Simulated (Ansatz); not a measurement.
Computed energy against volume: Ta2Se (space group P4/nmm)

Ta2Se (space group P4/nmm)

```
Ta2Se
1.0
    3.36664     0.00000     0.00000
    0.00000     3.36664     0.00000
    0.00000     0.00000    10.00063
Ta Se
4 2
Cartesian
  1.68332   0.00000   7.61031
  0.00000   1.68332   2.39031
  0.00000   1.68332   9.23873
  1.68332   0.00000   0.76189
  0.00000   1.68332   6.40039
  1.68332   0.00000   3.60024
```

E(V) scan at fixed shape, V₀ the volume above. The atoms relax within the cell's symmetry.

Computed with r2SCAN+rVV10 (plane waves to 500 eV, PAW, scalar-relativistic; Ansatz, a quantum-chemistry and plane-wave program). k mesh 14×14×5 (Γ-centred), Fermi-Dirac smearing 0.05 eV. Energies are smeared free energies. Compression counts positive. With the shape held, the modulus is that of even scaling; a crystal free to change shape is softer. At this level the bands of Ta2Se touch or barely overlap. Spin-orbit coupling is left out, though Ta is heavy. Ta2Se is run without spin polarisation. Ta2Se was relaxed with its symmetry unable to fall. The zero of ΔE is the relaxed starting cell.

| V (Å³/cell) | ΔE (eV/atom) | P (GPa) |
|---|---|---|
| 102.02 | 0.078 | 15.0 |
| 104.28 | 0.048 | 11.1 |
| 106.55 | 0.025 | 7.7 |
| 108.82 | 0.011 | 4.8 |
| 111.08 | 0.003 | 2.2 |
| 113.35 | 0.000 | 0.0 |
| 115.62 | 0.002 | -2.0 |
| 117.88 | 0.009 | -3.7 |
| 120.15 | 0.020 | -5.2 |
| 122.42 | 0.033 | -6.5 |
| 124.69 | 0.050 | -7.7 |

Summary:

The pressure at the smallest volume comes out as 15.0 GPa and the energy cost of the largest compression is 78 meV/atom. The energy cost of the largest expansion is 50 meV/atom and the bulk modulus at fixed cell shape B₀ (third-order Birch-Murnaghan fit) comes out as 105 GPa. The pressure derivative B₀′ (fit) is 5.8 and the equilibrium volume of the fit is 18.89 Å³/atom. The pressure for 5 % compression (fit) is 6.3 GPa.

(Under strain, the slope of the energy per volume gives the stress and its curvature an elastic modulus.)
